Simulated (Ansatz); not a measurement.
³⁵Cl nuclear quadrupole resonance in Li2HClO

Cell: a Materials Project structure (computed, not necessarily an observed phase), its atoms then relaxed with PBE in this cell.

```cif
data_Li2HClO
_symmetry_space_group_name_H-M 'Pnma'
_symmetry_Int_Tables_number 62
_cell_length_a 9.5308
_cell_length_b 5.5578
_cell_length_c 5.8440
_cell_angle_alpha 90.000
_cell_angle_beta 90.000
_cell_angle_gamma 90.000
loop_
_atom_site_label
_atom_site_type_symbol
_atom_site_symmetry_multiplicity
_atom_site_Wyckoff_symbol
_atom_site_fract_x
_atom_site_fract_y
_atom_site_fract_z
Li Li 8 d 0.8803 0.0002 0.5689
H H 4 c 0.5593 0.2500 0.7397
Cl Cl 4 c 0.6999 0.2500 0.3894
O O 4 c 0.5227 0.2500 0.8957
```

One atom of each set is listed.

All values are calculated (Ansatz; DFT, PBE, plane waves and PAW, scalar-relativistic, 420 eV cutoff, Γ-centred 3×5×4 k-points, Fermi–Dirac smearing 0.02 eV), not measured.

³⁵Cl: I = 3/2, Q = -81.12 mb (year-2017 value). Static lattice, zero field.

**Question.** At which frequencies do the ³⁵Cl NQR lines lie?

**Answer.** For I = 3/2 there is one line, ν = (|C_Q|/2)(1 + η²/3)^½.

```
site  atoms  V_zz (10²¹ V/m²)  C_Q (MHz)     η  line frequencies (MHz)
  Cl      4             -2.79       5.47  0.74                    2.98
```

**Question.** And for Cl-37 (I = 3/2, Q = -63.93 mb) on Cl?

**Answer.** C_Q scales with Q to 4.31 MHz, with lines at 2.35 MHz.
